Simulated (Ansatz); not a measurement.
BaF2:
```yaml
crystal:
  lattice:
    - [4.40258, 0.00000, 0.00000]
    - [-2.20129, 3.81275, 0.00000]
    - [0.00000, 0.00000, 6.00812]
  atoms:
    - { symbol: Ba, position: [0.33333, 0.66667, 0.25000] }
    - { symbol: Ba, position: [0.66667, 0.33333, 0.75000] }
    - { symbol: F, position: [0.00000, 0.00000, 0.50000] }
    - { symbol: F, position: [0.00000, 0.00000, 0.00000] }
    - { symbol: F, position: [0.66667, 0.33333, 0.25000] }
    - { symbol: F, position: [0.33333, 0.66667, 0.75000] }
```

Relaxed with r²SCAN.

Q: Give the Bader charges and basin volumes of the independent atoms, the program Ansatz at the r²SCAN level (PAW).

A: 

```json
[
 {"atom": "Ba1", "Bader charge (e)": "+1.71", "Bader volume (Å³)": "22.6"},
 {"atom": "F3", "Bader charge (e)": "-0.86", "Bader volume (Å³)": "14.8"},
 {"atom": "F5", "Bader charge (e)": "-0.85", "Bader volume (Å³)": "13.1"}
]
```

Space group P6_3/mmc. The first step of the workflow began from a Materials Project structure, measured or hypothetical; the Crystallography Open Database copy checked does not list it. It is not the phase usual at ambient conditions (space group No. 225). Symmetry was held in the r²SCAN relaxation; its stability against distortions is not shown here. Scalar-relativistic: spin–orbit coupling is off unless named, which matters more the heavier the elements.

Potentials: the later of the program's two PAW sets.
